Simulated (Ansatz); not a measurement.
Co (simple cubic, Pm-3m) at seven volumes, r²SCAN (plane waves, PAW; program Ansatz), scaled uniformly. One row is withheld.

```
V (Å³/atom)  P (GPa)
-----------  -------
11.468         18.37
11.846         10.94
12.224          4.87
12.602          0.00
12.980         -4.17
13.358         -7.89
13.736             ?
```

**Question.** Fit the shown pressures and predict the withheld one.

**Answer.** P = (3/2)B₀(x^(7/2) − x^(5/2))[1 + (3/4)(B′ − 4)(x − 1)] with x = (V₀/V)^(2/3). Least squares on the six rows gives V₀ = 12.595 Å³/atom, B₀ = 154 GPa, B′ = 5.10. At V = 13.736, x = 0.9438 and P = -10.71 GPa. The run itself gave -11.09 GPa.

A made-up cell: these elements were put on the sites of a structure type; neither database checked (COD, Materials Project) lists it. It is not the phase usual at ambient conditions (space group No. 194). The cell was relaxed with r²SCAN under the symmetry of its start. At this level the phase is mechanically unstable. The final state is ferromagnetic, chosen from 3 collinear starts compared on coarse meshes (ties went to the first, and starts can fall back to one state), not a proven ground state. Other orbital occupations within this spin state were not tried.

Potentials: the later of the program's two PAW sets.
